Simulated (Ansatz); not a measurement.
Compressing Bi$_{2}$S$_{2}$O: a fit and a missing row

Bi$_{2}$S$_{2}$O, P4/nmm, a = 3.960 Å, c = 14.068 Å. The structure is a Materials Project entry; whether it is the stable form wasn't checked. Ansatz: r2SCAN, PAW, 500 eV, Γ-centred 8×8×2 mesh on 10 atoms, Gaussian smearing 0.02 eV; no spin polarisation. Shape and atoms are relaxed at each volume; pressure is positive in compression.

| V (Å³/atom) | P (GPa) |
| --- | --- |
| 20.070 | ? |
| 20.732 | 4.55 |
| 21.393 | 2.07 |
| 22.055 | 0.01 |
| 22.717 | -1.60 |
| 23.378 | -2.41 |

Task: Take V0 = 22.055 Å³/atom, count pressures from its P0 = 0.01 GPa, fit the third-order Birch–Murnaghan form to the other rows, and predict the missing pressure.

Result: With the Eulerian strain f = ½[(V0/V)^(2/3) − 1] and y = (P − P0)/[3f(1 + 2f)^(5/2)], the form is the line y = B0 + 1.5 B0 (B0′ − 4) f. Rows (f, y): 0.02105, 64.8; 0.01026, 63.6; -0.00976, 57.8; -0.01905, 46.7. Means f = 0.0006250, y = 58.225; Σ(Δf)² = 0.001005, ΣΔfΔy = 0.4173; the slope is their ratio. y = 57.97 + 415.2 f GPa, so B0 = 58.0 GPa and B0′ = 4 + 2 × (415.2)/(3 × 57.97) = 8.77. At V = 20.070, f = 0.03245, y = 71.44 and P = 8.15 GPa. The run gave 7.42 GPa, so the fit is 0.73 GPa too high, 7.4 % of the span of the series, against an rms of 0.12 GPa on the fitted rows. The row lies outside the fitted range. A fourth-order term fitted to the same rows gives P = 6.72 GPa at this row's volume (the line 8.15, the run 7.42), no gain. A B0′ outside 2 to 8 is unusual except in layered or molecular crystals, and here it hangs on few rows.

Spin–orbit coupling is left out, which can shift energies with elements as heavy as these.

Cost: 6 runs of about 34 core-minutes in all, on Arm Neoverse V2 (shared hosts).